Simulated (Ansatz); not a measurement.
Space group I4/mmm (No. 139). a = 3.511 Å, b = 3.511 Å, c = 9.282 Å, α = 90.00°, β = 90.00°, γ = 90.00°
```csv
atom,site,symmetry,x,y,z
Y,2a,4/mmm,0.0000,0.0000,0.0000
Co,4d,-4m2,0.0000,0.5000,0.2500
B,4e,4mm,0.0000,0.0000,0.3497
```

Equation of state of this YCo₂B₂ structure (not necessarily the ground state), with shape and atoms relaxed at each volume where symmetry leaves them free. It has no gap at any of these volumes. Theory: Ansatz, DFT PBEsol, scalar-relativistic, plane waves, PAW.

Cutoff 420 eV; k points 14×14×14 on the computed 5-atom cell (Γ-centred); Gaussian smearing, width 0.10 eV; no spin polarisation.

```
V (Å³/atom) E − E(largest V) (meV/atom) P (GPa)
     10.070                        45.55    23.38
     10.413                         3.27    16.30
     10.757                       -24.85    10.15
     11.100                       -40.64     4.75
     11.443                       -45.60     0.00
     11.786                       -41.06    -4.15
     12.130                       -28.21    -7.76
     12.587                         0.00   -11.84
```

Question: Fit a third-order Birch–Murnaghan equation to E(V).

Answer: V0 = 11.44 Å³/atom, B0 = 147 GPa, B0' = 3.4.

Cost: 8 runs of about 7.4 core-minutes in all, on Intel Xeon 6975P-C (Granite Rapids) (shared hosts).